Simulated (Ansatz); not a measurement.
One stationary structure of PbS. Calculation: PBEsol (plane waves to 420 eV, PAW, scalar-relativistic; Ansatz, a quantum-chemistry and plane-wave program).

```xyz
2
Lattice="0.0000 2.9512 2.9512 2.9512 0.0000 2.9512 2.9512 2.9512 0.0000" Properties=species:S:1:pos:R:3 pbc="T T T"
Pb     2.9512     2.9512     2.9512
S      0.0000     0.0000     0.0000
```

### Question
Find the space group and the Wyckoff positions (tolerance 0.01 Å).

### Answer
Space group Fm-3m (No. 225); a = 5.902 Å, b = 5.902 Å, c = 5.902 Å, α = 90.00°, β = 90.00°, γ = 90.00°

```csv
atom,site,symmetry,x,y,z
Pb,4b,m-3m,0.5000,0.5000,0.5000
S,4a,m-3m,0.0000,0.0000,0.0000
```

This is the rock salt type.

### Question
Give the shortest distances between elements (the closest pairs, up to four, under 3.6 Å).

### Answer
Pb–S 2.95 Å.

| Quantity | Value |
|---|---|
| Volume per atom | 25.70 Å³ |
| Density | 7.73 g/cm³ |
| Band gap | 0.20 eV, direct (no spin-orbit coupling) |

No spin polarisation in the result. Spin-orbit coupling is missing; with elements this heavy it can move band edges by tenths of an eV or more.

The run could not lose the symmetry of its start.
